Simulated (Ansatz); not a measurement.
In₂Si₂O₇ (space group C2/m)

```xyz
11
Lattice="3.2827 -4.2785 0.0000 3.2827 4.2785 0.0000 -1.0162 0.0000 4.5749" Properties=species:S:1:pos:R:3 pbc="T T T"
In     3.2827     1.6511     0.0000
In     3.2827    -1.6511     0.0000
Si     1.0457     0.0000     1.8785
Si     4.5036     0.0000     2.6964
O      4.2192    -1.3466     3.5721
O      1.3301     1.3466     1.0028
O      1.3301    -1.3466     1.0028
O      4.2192     1.3466     3.5721
O     -0.5081     0.0000     2.2875
O      3.6988     0.0000     1.2887
O      1.8505     0.0000     3.2862
```

The atoms are displaced by Q × the pattern below (from a DFPT mode at Γ, largest move 1; Q in Å), at fixed cell.

```csv
atom,x,y,z
In1,-0.407,0.000,0.254
In2,-0.407,0.000,0.254
Si3,0.716,0.000,-0.251
Si4,0.716,0.000,-0.251
O5,0.383,0.016,-0.357
O6,0.383,0.016,-0.357
O7,0.383,-0.016,-0.357
O8,0.383,-0.016,-0.357
O9,0.583,0.000,-0.812
O10,0.603,0.000,-0.264
O11,0.603,0.000,-0.264
```

Method: LDA (plane waves to 420 eV, PAW, scalar-relativistic; Ansatz, a program for electronic structure). k mesh 5×5×6 (Γ-centred), Fermi-Dirac smearing 0.05 eV. E stands for the smeared free energy. In2Si2O7 was relaxed with its symmetry unable to fall. The zero of ΔE is the undisplaced structure.

```json
[
 {"Q (Å)": "-0.100", "ΔE (meV/cell)": "111.1"},
 {"Q (Å)": "-0.067", "ΔE (meV/cell)": "48.8"},
 {"Q (Å)": "-0.033", "ΔE (meV/cell)": "12.1"},
 {"Q (Å)": "0.000", "ΔE (meV/cell)": "0.0"},
 {"Q (Å)": "0.033", "ΔE (meV/cell)": "12.1"},
 {"Q (Å)": "0.067", "ΔE (meV/cell)": "48.8"},
 {"Q (Å)": "0.100", "ΔE (meV/cell)": "111.1"}
]
```

Q: Which DFPT wavenumber at Γ belongs to this mode?
(A) 833 cm⁻¹
(B) 211 cm⁻¹
(C) 476 cm⁻¹
(D) 358 cm⁻¹

A: B, 211 cm⁻¹. The curvature of the scan gives 211 cm⁻¹

(A displaced cell: forces are minus the slopes of the energy, force constants its curvatures, and phonons follow from these.)
